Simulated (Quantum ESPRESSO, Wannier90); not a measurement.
## Tight-binding from DFT: Cs2O (R-3m)

```xyz
3
Lattice="-2.0990 3.6355 0.0000 -4.1979 0.0000 0.0000 -2.0990 1.2118 6.6980" Properties=species:S:1:pos:R:3 pbc="T T T"
Cs     2.0990    -1.2118    -1.5162
Cs    -2.0990     1.2118     1.5162
O      0.0000     0.0000     0.0000
```

Structure: Materials Project mp-7988, symmetrised, not relaxed again. COD (Crystallography Open Database) has an entry of this formula and space group (matched by these alone). Computed values, not measurements, from PBEsol: Quantum ESPRESSO (norm-conserving PseudoDojo potentials, cutoff 68 Ry, no spin polarisation, no spin-orbit coupling) on a Γ-centred 8×8×8 mesh, then Wannier90. Density: 8×8×8 mesh, Gaussian smearing 0.01 Ry. Spin-orbit coupling is left out although heavy elements are present.

Functional, cutoff and mesh named above are those of the base row (8×8×8); the first column says what each row takes instead. Model: 4 functions from bands 3,10-12, start SCDM (isolated) (the valence bands). Energies are relative to the valence-band maximum; the misfit is to pw.x on a path, for all bands of the set. Only the mesh of Bloch states changes. Ω_total can sit in another minimum from row to row; Ω_I of an isolated set cannot. A star marks runs that hit the step limit.

```tsv
mesh	Ω_I (Å²)	Ω_total (Å²)	rms misfit (meV)	k-points (cost)	rough cost of nscf and overlaps (first row = 1)
3×3×3	6.05	6.47	41	27	1.0
4×4×4	6.76	7.16	17	64	1.9
5×5×5	7.21	7.61	3.8	125	4
7×7×7	7.62	8.01*	1.1	343	9
8×8×8	7.73	8.11	0.4	512	14
10×10×10	7.86	8.23	0.1	1000	40
```
